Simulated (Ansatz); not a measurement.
The slice is one period of a {211} plane through atoms; its size isn't given.

Calculation: r2SCAN (plane waves to 500 eV, PAW, scalar-relativistic; Ansatz, an electronic-structure program). Inside the PAW spheres the values are not all-electron values, and peaks at nuclei hang on which shells count as valence.

```
|@@%#*-.    .-*#%@|
|@%%*+-.    .-+*%%|
|##*+=:.    .:=+*#|
|**+=:.      .:=+*|
|=--:.        .:--|
|:...          ...|
|                 |
|                 |
|                 |
|                 |
|                 |
|                 |
|                 |
|                 |
|                 |
|                 |
|                 |
|                 |
|                 |
|                 |
|                 |
|:...          ...|
|=--:.        .:--|
|**+=:.      .:=+*|
|##*+=:.    .:=+*#|
|@%%*+-.    .-+*%%|
|@@%#*-.    .-*#%@|
|@@@#*=:    :=*#@@|
```
Scale: ten equal steps from -0.61 (start of ' ') to 1.23 (end of '@'), in the order ' .:-=+*#%@'. Values: log₁₀ of the valence density in e/Å³. The map has 17 points along u (one character each, u = 0 at the left) and 28 along v (v = 0 in the bottom row). The scale is logarithmic, as a density can span decades between atoms and voids.

```
|xxxxxxxx88551100111100115588xxxxxx|
|xxxxxx997733000022220000337799xxxx|
|xxxx9977441100113333110011447799xx|
|9988774411000022444422000011447788|
|5544331100001144666644110000113344|
|1111000000113366777766331100000011|
|0000000022446677888877664422000000|
|2222333344667777888877776644333322|
|5555556666666666666666666666665555|
|7777666666555555555555555566666677|
|7777665555444433333333444455556677|
|6666554433332222222222223333445566|
|6655553333222211111111222233335555|
|5555443322221111111111112222334455|
|6655553333222211111111222233335555|
|6666554433332222222222223333445566|
|7777665555444433333333444455556677|
|7777666666555555555555555566666677|
|5555556666666666666666666666665555|
|2222333344667777888877776644333322|
|0000000022446677888877664422000000|
|1111000000113366777766331100000011|
|5544331100001144666644110000113344|
|9988774411000022444422000011447788|
|xxxx9977441100113333110011447799xx|
|xxxxxx997733000022220000337799xxxx|
|xxxxxxxx88551100111100115588xxxxxx|
|xxxxxxxx99551100111100115599xxxxxx|
```
Scale: ten equal steps from 0.14 (start of '0') to 0.64 (end of '9'), in the order '0123456789'. Values: electron localisation function (ELF). The map has 17 points along u (two characters each, u = 0 at the left) and 28 along v (v = 0 in the bottom row). Points within 0.5 Å of a nucleus are blanked (x), as the pseudised field means little there.

Problem. Which relaxed crystal do these maps come from?
(A) Li (bcc, W type)
(B) V (bcc, W type)
(C) Rb (bcc, W type)

Solution. B, V (bcc, W type). Atoms on the slice: V at (0.00, 0.00)

All were relaxed with their symmetry unable to fall. The PAW data are Ansatz's earlier set. The relaxed volume of Rb is well above the measured one; the method has no dispersion term. V is run without spin polarisation.
